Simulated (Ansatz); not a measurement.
This is a single-point calculation with Ansatz 0.2.0 on TiO2 in the rutile structure; the level of theory is r2SCAN. The cell was relaxed with r2SCAN and then strained (isotropic +1.0 % on every length), with the atoms relaxed again with r2SCAN; k points keep the names of the unstrained zone.

```yaml
crystal:
  lattice:
    - [4.6428220289, 0.0, 0.0]
    - [0.0, 4.6428220289, 0.0]
    - [0.0, 0.0, 2.9830261793]
  atoms:
    - { symbol: Ti, position: [0.0, 0.0, 0.0] }
    - { symbol: Ti, position: [0.5, 0.5, 0.5] }
    - { symbol: O, position: [0.3057990582, 0.3057990582, 0.0] }
    - { symbol: O, position: [0.1942009418, 0.8057990582, 0.5] }
    - { symbol: O, position: [0.8057990582, 0.1942009418, 0.5] }
    - { symbol: O, position: [0.6942009418, 0.6942009418, 0.0] }
kpoints:
  mp_grid: { grid: [6, 6, 8] }
  band_path:
    path:
      - [0.0, 0.0, 0.0]
      - [0.0, 0.5, 0.0]
      - [0.5, 0.5, 0.0]
      - [0.0, 0.0, 0.5]
      - [0.0, 0.5, 0.5]
      - [0.5, 0.5, 0.5]
    npoints: 1
hamiltonian:
  xc: r2scan
scf:
  occupations: { method: fixed }
  n_extra_bands: 5
output:
  forces: true
  stress: true
  eigenvalues: true
```

The output follows, shortened, with numbered blanks.
```
Functional definition: r2SCAN
Crystal: 6 atoms, lattice volume = 64.302 Å³
Basis set: ecut = 500 eV, 1623 PW (Γ)
Bands: 29, of which v1, the nominal top of the filled ones, is band 24 counted from 1 (23 counted from 0)
[1]
SCF converged after 8 iterations
Free energy (F): -7292.537473 eV
[2]
--- Stress (GPa, compression-positive) ---
[3]
--- Band table (eV; the first three rows and the last of 50) ---
[4]
```

The rows of the band table are 0: (0, 0, 0) = Γ, 1: (0, 0, 1/8), 2: (0, 0, 1/4), 49: (-1/2, -1/2, -1/2) = A.

Question: Give the withheld lines. They hold the stress, the Fermi energy and the band table, the symmetry found.

Answer:
```
[1]
Symmetry: 16 space group operations
Space group: P42/mnm (ITA 136)
[2]
Fermi energy:    8.354685 eV
[3]
       -6.023071       0.000000       0.000000
        0.000000      -6.023071       0.000000
        0.000000       0.000000      -7.953445
  P = ⅓ Tr σ = -6.6665 GPa (-66.665 kbar)
[4]
  k-point 0: bands = […, 5.7950, 6.3476, 7.6199, 7.9054, 7.9054, 8.3547, 10.5382, 10.8722, 11.0582, 11.1325, …]
  k-point 1: bands = […, 6.0938, 6.0938, 7.0194, 7.6125, 7.6125, 8.2795, 10.8840, 10.9593, 10.9945, 11.3182, …]
  k-point 2: bands = […, 5.9028, 6.5551, 6.5551, 6.9028, 6.9028, 7.9200, 10.8614, 11.2005, 11.4617, 11.7344, …]
  k-point 49: bands = […, 5.6011, 5.6011, 7.1273, 7.1273, 7.6521, 7.6521, 11.1986, 11.1986, 11.8310, 11.8310, …]
```
Only the leading digits can be foreseen; the rest is this run's record.

r2SCAN gives a direct gap of 2.18 eV at Γ. Edges are sought over the mesh and the listed points. At this geometry r2SCAN finds -6.67 GPa, compression counted positive: its own equilibrium volume is smaller.

Command: `ansatz run input.yaml --threads 2 --pin off --max-ram 20275MiB --backend cpu --events-out ev --progress --plain --runs-dir out`. It took 5.2 s on 2 threads of AMD EPYC 7R13 Processor (Zen 3) (shared host), load about 1.4 per core; peak host memory 0.73 GiB.

Spin-unpolarised throughout; all numbers are computed.
